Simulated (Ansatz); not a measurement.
This run works on a generated trial structure, not on a known crystal.

Input and command of a plane-wave DFT calculation in Ansatz:

```yaml
crystal:
  lattice:
    - [5.42213496, 0.0, 0.0]
    - [-2.71106748, 4.69570662, 0.0]
    - [0.0, 0.0, 7.26202302]
  atoms:
    - { symbol: V, position: [0.5, 0.0, 0.0], spin: 2.0 }
    - { symbol: V, position: [0.0, 0.5, 0.0], spin: 2.0 }
    - { symbol: V, position: [0.5, 0.5, 0.0], spin: 2.0 }
    - { symbol: Se, position: [0.5, 0.0, 0.5] }
    - { symbol: Se, position: [0.0, 0.5, 0.5] }
    - { symbol: Se, position: [0.5, 0.5, 0.5] }
    - { symbol: Se, position: [0.0, 0.0, 0.5] }
    - { symbol: F, position: [0.0, 0.0, 0.0] }
basis:
  ecutwfc: 420
kpoints:
  mp_grid: { grid: [3, 3, 2] }
hamiltonian:
  xc: pbe
scf:
  occupations: { method: gaussian, width: 0.15 }
  lower_state_search: "off"
output:
  forces: true
  stress: true
  eigenvalues: true
  populations: true
magnetization:
  spin_polarized: true
relax:
  adjacent_minimum: "off"
  f_tol: 0.08
  max_steps: 16
  cell: { stress_tol: 0.8 }
```

```bash
ansatz run input.yaml --threads 1 --pin off --max-ram 2560MiB --backend cpu --events-out ev --progress --plain --runs-dir out
```

Processor: Arm Neoverse V1, 1 thread, on a host shared with other jobs.

Task: How long does it run, and how much memory does it take?

Result: About 4.1 min, peak memory 0.57 GiB. It solves 70 bands at 6 k points (after reduction by symmetry) with about 3171 plane waves (on the last cell), in 180 SCF iterations over 14 ionic steps.
